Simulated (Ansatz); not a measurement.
Level of theory: Ansatz 0.2.0, DFT r2SCAN, scalar-relativistic, plane waves, PAW.

Structure of GeSb4Te7:

```xyz
12
Lattice="4.2869 0.0000 0.0000 -2.1434 3.7126 0.0000 0.0000 0.0000 24.8799" Properties=species:S:1:pos:R:3 pbc="T T T"
Ge    0.0000    0.0000   12.4400
Sb    2.1434    1.2375   22.8887
Sb    0.0000    2.4750    8.7352
Sb    0.0000    2.4750    1.9913
Sb    2.1434    1.2375   16.1447
Te    0.0000    2.4750   21.1881
Te    2.1434    1.2375    3.6918
Te    0.0000    0.0000   17.8330
Te    2.1434    1.2375   10.7547
Te    0.0000    2.4750   14.1252
Te    0.0000    0.0000    0.0000
Te    0.0000    0.0000    7.0469
```

Settings: cutoff 500 eV, Γ-centred mesh 6×6×2 on the computed 12-atom cell, Gaussian smearing of 0.02 eV; no spin polarisation.

Levels along Γ–M–K–Γ–A–L–H–A | L–M | H–K, in eV from a zero inside the gap, sorted by energy at each point. Points in fractions of the primitive reciprocal vectors: Γ (0.000 0.000 0.000), M (0.500 0.000 0.000), K (0.333 0.333 0.000), A (0.000 0.000 0.500), L (0.500 0.000 0.500), H (0.333 0.333 0.500).
```csv
point,"k (1/Å, with 2π)",band 90,band 91,band 92,band 93,band 94,band 95,band 96
Γ,0.000,-1.34,-1.27,-0.53,-0.40,0.37,0.38,0.38
-,0.423,-1.40,-1.36,-0.76,-0.45,0.62,0.86,0.91
M,0.846,-1.72,-1.67,-1.31,-1.09,0.68,0.70,0.96
-,1.091,-1.57,-1.23,-1.04,-0.96,0.90,1.02,1.17
K,1.335,-1.41,-1.29,-1.29,-1.10,1.12,1.36,1.37
-,1.823,-1.16,-1.00,-1.00,-0.69,0.78,0.82,1.17
Γ,2.312,-1.34,-1.27,-0.53,-0.40,0.37,0.38,0.38
-,2.375,-1.47,-1.11,-0.59,-0.35,0.34,0.36,0.36
A,2.438,-1.47,-1.03,-0.65,-0.32,0.32,0.35,0.35
-,2.861,-1.42,-1.34,-0.72,-0.53,0.62,0.91,0.95
L,3.284,-1.78,-1.61,-1.35,-0.93,0.47,0.70,0.88
-,3.529,-1.68,-1.22,-1.08,-0.84,0.74,0.82,1.14
H,3.773,-1.60,-1.10,-1.10,-1.02,0.86,1.13,1.13
-,4.261,-1.16,-1.02,-0.95,-0.68,0.65,1.04,1.07
A,4.750,-1.47,-1.03,-0.65,-0.32,0.32,0.35,0.35
L,4.750,-1.78,-1.61,-1.35,-0.93,0.47,0.70,0.88
-,4.813,-1.76,-1.64,-1.35,-1.00,0.54,0.75,0.92
M,4.876,-1.72,-1.67,-1.31,-1.09,0.68,0.70,0.96
H,4.876,-1.60,-1.10,-1.10,-1.02,0.86,1.13,1.13
-,4.939,-1.53,-1.17,-1.17,-1.06,0.96,1.22,1.22
K,5.003,-1.41,-1.29,-1.29,-1.10,1.12,1.36,1.37
```

Spin-orbit coupling is left out, which matters for the bands of heavy elements. The cell holds layers, and r2SCAN describes their binding at middle range but leaves out its long-range dispersion part.

Cost: 1 run of about 14 core-minutes, on AMD EPYC (Zen 3) (shared hosts).